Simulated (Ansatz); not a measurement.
Input:

GePt in space group P-6m2 (No. 187; Pt on 1a, Ge on 1f), a = b = 3.730 Å, c = 2.947 Å, α = β = 90.00°, γ = 120.00°.

This is the PBE-relaxed structure.

Question: All from PBE (plane waves, PAW; program Ansatz), unless another level is named. Estimate the electronic character.

Answer: metallic (no gap).

Question: Predict the density of states at the Fermi level.

Answer: 0.36 states/eV per atom (mean over ±0.08 eV).

Question: And the formation energy from the elements (no fitted shifts)?

Answer: -0.23 eV/atom.

A made-up cell: these elements were put on the sites of a structure type; neither database checked (COD, Materials Project) lists it. COD files the formula under space group No. 62, so this cell is another polymorph or a model. Whether it is the stable phase at ambient conditions was not checked. The cell keeps a stress of up to 0.2 GPa. The cell was relaxed with PBE under the symmetry of its start; its stability against distortions is not shown here. The run is not spin-polarised. The references are the lowest solids computed at this level, not always the standard phases. Spin–orbit coupling is left out wherever it is not named.

Potentials: the later of the program's two PAW sets.
